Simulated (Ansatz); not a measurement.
Input, command and steps of an Ansatz relaxation.

```yaml
crystal:
  lattice:
    - [2.5466825566, 0.0, 0.0]
    - [-1.2733412783, 2.2054917894, 0.0]
    - [0.0, 0.0, 16.7171594138]
  atoms:
    - { symbol: C, position: [0.0, 0.0, 0.0467068132] }
    - { symbol: C, position: [0.0, 0.0, 0.5467068132] }
    - { symbol: C, position: [0.0, 0.0, 0.4532931868] }
    - { symbol: C, position: [0.0, 0.0, 0.9532931868] }
    - { symbol: C, position: [0.3333333333, 0.6666666667, 0.0778770114] }
    - { symbol: C, position: [0.6666666667, 0.3333333333, 0.5778770114] }
    - { symbol: C, position: [0.3333333333, 0.6666666667, 0.4221229886] }
    - { symbol: C, position: [0.6666666667, 0.3333333333, 0.9221229886] }
    - { symbol: C, position: [0.3333333333, 0.6666666667, 0.1712319725] }
    - { symbol: C, position: [0.6666666667, 0.3333333333, 0.6712319725] }
    - { symbol: C, position: [0.3333333333, 0.6666666667, 0.3287680275] }
    - { symbol: C, position: [0.6666666667, 0.3333333333, 0.8287680275] }
    - { symbol: C, position: [0.3333333333, 0.6666666667, 0.7974130762] }
    - { symbol: C, position: [0.6666666667, 0.3333333333, 0.2974130762] }
    - { symbol: C, position: [0.3333333333, 0.6666666667, 0.7025869238] }
    - { symbol: C, position: [0.6666666667, 0.3333333333, 0.2025869238] }
basis:
  ecutwfc: 420
kpoints:
  mp_grid: { grid: [12, 12, 2] }
hamiltonian:
  xc: pbe
scf:
  occupations: { method: gaussian, width: 0.02 }
output:
  forces: true
  stress: true
  eigenvalues: true
relax:
  adjacent_minimum: "off"
  f_tol: 0.01
  max_steps: 30
  cell: { stress_tol: 0.1, fix: [volume] }
```

```bash
ansatz run input.yaml --threads 4 --pin off --max-ram 10240MiB --backend cpu --events-out ev --progress --plain --runs-dir out
```

Method: Ansatz, DFT PBE, scalar-relativistic, plane waves, PAW.

The volume is held at 1.03 times that of the relaxed cell.

Of 4 frames 3 are shown, positions in Å and forces in eV/Å; the SCF threshold varies from step to step. Steps run on the plane waves of an earlier cell, with a Pulay correction in the pressure. The basis is chosen afresh for the last frame, the zero of the energies, and at times for earlier ones too; energy and pressure can step there, also at an unchanged geometry. Where two frames share a geometry here, they differ by under 2 meV/atom and 0.3 GPa.

```xyz
16
Lattice="2.5467 0.0000 0.0000 -1.2733 2.2055 0.0000 0.0000 0.0000 16.7172" Properties=species:S:1:pos:R:3:forces:R:3 pbc="T T T" step=1 free_energy_over_end_meV_per_atom=0.00 pressure_GPa=-12.12
C     0.0000    0.0000    0.7808    0.0000    0.0000    0.0029
C     0.0000    0.0000    9.1394    0.0000    0.0000    0.0029
C     0.0000    0.0000    7.5778    0.0000    0.0000   -0.0029
C     0.0000    0.0000   15.9364    0.0000    0.0000   -0.0029
C     0.0000    1.4703    1.3019    0.0000    0.0000   -0.0018
C     1.2733    0.7352    9.6605    0.0000    0.0000   -0.0018
C     0.0000    1.4703    7.0567    0.0000    0.0000    0.0018
C     1.2733    0.7352   15.4153    0.0000    0.0000    0.0018
C     0.0000    1.4703    2.8625    0.0000    0.0000    0.0088
C     1.2733    0.7352   11.2211    0.0000    0.0000    0.0088
C     0.0000    1.4703    5.4961    0.0000    0.0000   -0.0088
C     1.2733    0.7352   13.8546    0.0000    0.0000   -0.0088
C     0.0000    1.4703   13.3305    0.0000    0.0000    0.0215
C     1.2733    0.7352    4.9719    0.0000    0.0000    0.0215
C     0.0000    1.4703   11.7453    0.0000    0.0000   -0.0215
C     1.2733    0.7352    3.3867    0.0000    0.0000   -0.0215
16
Lattice="2.5468 0.0000 0.0000 -1.2734 2.2056 0.0000 0.0000 0.0000 16.7150" Properties=species:S:1:pos:R:3:forces:R:3 pbc="T T T" step=2 free_energy_over_end_meV_per_atom=0.00 pressure_GPa=-12.12
C     0.0000    0.0000    0.7808    0.0000    0.0000   -0.0023
C     0.0000    0.0000    9.1383    0.0000    0.0000   -0.0023
C     0.0000    0.0000    7.5767    0.0000    0.0000    0.0023
C     0.0000    0.0000   15.9342    0.0000    0.0000    0.0023
C     0.0000    1.4704    1.3017    0.0000    0.0000    0.0017
C     1.2734    0.7352    9.6592    0.0000    0.0000    0.0017
C     0.0000    1.4704    7.0559    0.0000    0.0000   -0.0017
C     1.2734    0.7352   15.4134    0.0000    0.0000   -0.0017
C     0.0000    1.4704    2.8623    0.0000    0.0000   -0.0009
C     1.2734    0.7352   11.2198    0.0000    0.0000   -0.0009
C     0.0000    1.4704    5.4953    0.0000    0.0000    0.0009
C     1.2734    0.7352   13.8528    0.0000    0.0000    0.0009
C     0.0000    1.4704   13.3290    0.0000    0.0000    0.0069
C     1.2734    0.7352    4.9715    0.0000    0.0000    0.0069
C     0.0000    1.4704   11.7435    0.0000    0.0000   -0.0069
C     1.2734    0.7352    3.3860    0.0000    0.0000   -0.0069
16
Lattice="2.5468 0.0000 0.0000 -1.2734 2.2056 0.0000 0.0000 0.0000 16.7162" Properties=species:S:1:pos:R:3:forces:R:3 pbc="T T T" step=4 free_energy_over_end_meV_per_atom=0.00 pressure_GPa=-12.12
C     0.0000    0.0000    0.7808    0.0000    0.0000   -0.0007
C     0.0000    0.0000    9.1389    0.0000    0.0000   -0.0007
C     0.0000    0.0000    7.5773    0.0000    0.0000    0.0007
C     0.0000    0.0000   15.9354    0.0000    0.0000    0.0007
C     0.0000    1.4704    1.3017    0.0000    0.0000    0.0000
C     1.2734    0.7352    9.6598    0.0000    0.0000    0.0000
C     0.0000    1.4704    7.0564    0.0000    0.0000    0.0000
C     1.2734    0.7352   15.4145    0.0000    0.0000    0.0000
C     0.0000    1.4704    2.8624    0.0000    0.0000    0.0011
C     1.2734    0.7352   11.2205    0.0000    0.0000    0.0011
C     0.0000    1.4704    5.4957    0.0000    0.0000   -0.0011
C     1.2734    0.7352   13.8538    0.0000    0.0000   -0.0011
C     0.0000    1.4704   13.3301    0.0000    0.0000    0.0027
C     1.2734    0.7352    4.9720    0.0000    0.0000    0.0027
C     0.0000    1.4704   11.7442    0.0000    0.0000   -0.0027
C     1.2734    0.7352    3.3861    0.0000    0.0000   -0.0027
```

It took 22 s on 4 threads of Intel(R) Xeon(R) Processor @ 2.50GHz (Skylake/Cascade Lake) (shared host), peak memory 0.54 GiB.